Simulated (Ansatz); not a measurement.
# Fe₂Pt (P-3m1) at 2 levels of theory

One geometry, relaxed with PBE; plane waves with PAW potentials in Ansatz, scalar-relativistic. Collinear spin, ending at 5.9 μB a primitive cell. Gaps are the least over mesh and band path; pressure is positive in compression.

```xyz
3
Lattice="4.1853 0.0000 0.0000 -2.0926 3.6246 0.0000 0.0000 0.0000 2.6475" Properties=species:S:1:pos:R:3 pbc="T T T"
Fe    0.0000    2.4164    2.3448
Fe    2.0926    1.2082    0.3027
Pt    0.0000    0.0000    1.3238
```

| level | cutoff (eV) | k mesh | gap (eV) | pressure (GPa) | largest moment (μB) |
| --- | --- | --- | --- | --- | --- |
| PBE | 420 | 12×12×18 | 0 | 0.0 | 2.76 |

Task: What comes out on the same cell with r2SCAN?

Result:
```
 level  cutoff (eV)    k mesh  gap (eV)  pressure (GPa)  largest moment (μB)
r2SCAN          500  12×12×18         0            -1.7                 3.03
```

The state reached may not be the lowest one. Spin-orbit coupling matters for the bands of heavy elements and is left out.

It was reached by relaxing an invented guess, and it needn't be the stable form of this composition.
